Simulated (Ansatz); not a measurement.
AlPt:
```yaml
crystal:
  lattice:
    - [4.87830, 0.00000, 0.00000]
    - [0.00000, 4.87830, 0.00000]
    - [0.00000, 0.00000, 4.87830]
  atoms:
    - { symbol: Al, position: [0.84413, 0.84413, 0.84413] }
    - { symbol: Al, position: [0.65587, 0.15587, 0.34413] }
    - { symbol: Al, position: [0.34413, 0.65587, 0.15587] }
    - { symbol: Al, position: [0.15587, 0.34413, 0.65587] }
    - { symbol: Pt, position: [0.15489, 0.15489, 0.15489] }
    - { symbol: Pt, position: [0.34511, 0.84511, 0.65489] }
    - { symbol: Pt, position: [0.65489, 0.34511, 0.84511] }
    - { symbol: Pt, position: [0.84511, 0.65489, 0.34511] }
```

Relaxed with r²SCAN. Special points in fractions of this cell's reciprocal vectors: Γ (0.000, 0.000, 0.000); X (0.000, 0.500, 0.000); M (0.500, 0.500, 0.000); R (0.500, 0.500, 0.500); X1 (0.500, 0.000, 0.000).

**Question.** List the band energies nearest the Fermi level at these points for r²SCAN with spin–orbit coupling (plane waves, PAW; program Ansatz).

**Answer.** In eV from the Fermi level; about four levels below and three above (degenerate sets whole), none deeper than 8.9 eV; points with the same levels are listed once.

```csv
k,below,above
Γ,-0.15 -0.15 -0.15 -0.15,4.39 4.39 4.39 4.39
X,-0.89 -0.89 -0.58 -0.58,1.25 1.25 1.38 1.38
M,-2.18 -2.18 -2.18 -2.18,0.28 0.28 0.28 0.28
R,-0.72 -0.72 -0.72 -0.72 -0.72 -0.72,6.77 6.77 7.06 7.06 7.06 7.06 7.06 7.06
```

Space group P2_13. The first step of the workflow began from a Materials Project structure, measured or hypothetical; the Crystallography Open Database copy checked does not list it. With Al and Pt taken as one species the cell has the higher symmetry Pa-3, so it may be an ordered model of a mixed-site phase. Its standing as an ambient phase is unchecked. The r²SCAN relaxation kept the symmetry of its start; of distortions, only those at the zone centre were tested. The run is not spin-polarised.

Potentials: the later of the program's two PAW sets.
